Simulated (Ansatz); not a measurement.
## Ionic part of the dielectric constant of Be3ZnTe4, mode by mode

All numbers below come from DFT PBE, scalar-relativistic, plane waves, PAW (Ansatz). Plane waves to 420 eV; Γ-centred k mesh 8×8×8; fixed occupations. No spin polarisation. Phonons by linear response, acoustic sum rule imposed.

Space group I-42m (No. 121), tetragonal, a = 5.796 Å, c = 11.559 Å. Be on a site of symmetry -4 is surrounded by 4 Te at 2.47 Å; Be on a site of symmetry -42m is surrounded by 4 Te at 2.45 Å; Zn has 4 Te at 2.64 Å; Te is surrounded by 3 Be at 2.45–2.47 Å and 1 Zn at 2.64 Å.

It was reached by relaxing an invented guess, and it needn't be the stable form of this composition. Spin–orbit coupling is left out, which matters for heavy elements.

The primitive cell has V = 194.17 Å³ and ε∞,yy = 7.832. Each polar mode adds Δε = (4.92064×10⁷/V)·S/ν² along y, with S its oscillator strength in e²/amu, ν in cm⁻¹ and V in Å³.

Problem. From these modes, find each Δε and ε0,yy.
```csv
ν (cm⁻¹),S_yy (e²/amu)
80.30,0.00441
108.82,0.00126
180.90,0.05709
398.33,0.1714
426.92,0.1863
444.03,0.4103
```

Solution.
```
ν (cm⁻¹)    Δε
   80.30  0.17
  108.82  0.03
  180.90  0.44
  398.33  0.27
  426.92  0.26
  444.03  0.53
```

The sum is 1.70, so ε0,yy = 9.53; the run's tensor has 9.54.

Problem. Where do the longitudinal modes lie for a wave vector along y?

Solution. At 81.03, 108.98, 185.25, 402.50, 430.60, 464.54 cm⁻¹. The Lyddane–Sachs–Teller product Π(ν_LO/ν_TO)² = 1.22 agrees with ε0/ε∞ = 1.22.
